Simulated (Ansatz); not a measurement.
Computed with DFT PBE, scalar-relativistic, plane waves, PAW (Ansatz). All cells share a 420 eV cutoff and Γ-centred k meshes spaced at most about 0.3 Å⁻¹ (about 0.25 or finer for metals, 2π included). No spin polarisation in the final relaxations.

Temperature and zero-point effects are left out. All come from trial cells, and lower structures may exist.

Problem. Order these relaxed structures of MgCd3O4 by energy, lowest first, with the energy over the lowest of them.
A.

```xyz
8
Lattice="3.3077 0.0000 0.0000 0.0000 3.3077 0.0000 0.0000 0.0000 9.3305" Properties=species:S:1:pos:R:3 pbc="T T T"
Mg    0.0000    0.0000    4.6652
Cd    0.0000    0.0000    0.0000
Cd    1.6538    1.6538    2.3951
Cd    1.6538    1.6538    6.9353
O     0.0000    0.0000    2.4983
O     1.6538    1.6538    4.6652
O     0.0000    0.0000    6.8322
O     1.6538    1.6538    0.0000
```

B.

```xyz
8
Lattice="3.3002 -4.6678 0.0000 3.3002 4.6678 0.0000 0.0000 0.0000 3.2863" Properties=species:S:1:pos:R:3 pbc="T T T"
Mg    3.3002    0.0000    0.0000
Cd    0.0000    0.0000    0.0000
Cd    1.6501    2.3339    1.6431
Cd    1.6501   -2.3339    1.6431
O     3.3002   -2.2026    0.0000
O     4.8290    0.0000    1.6431
O     1.7714    0.0000    1.6431
O     3.3002    2.2026    0.0000
```

Solution. B (0 meV/atom), A (13 meV/atom). Forms: B Mg and Cd ordered on rock salt sites, Cmmm; A Mg and Cd ordered on rock salt sites, P4/mmm. Counting O atoms around Cd and Mg (those within 1.25 times the shortest such distance or 1.15 times the sum of covalent radii, 1.27 where that leaves under three): B has Mg 6, Cd 6; A has Mg 6, Cd 6.

Cells relaxed within their symmetry can be saddle points. Some structure types and database cells were kept out of the candidates from the start, so a known form may be missing.
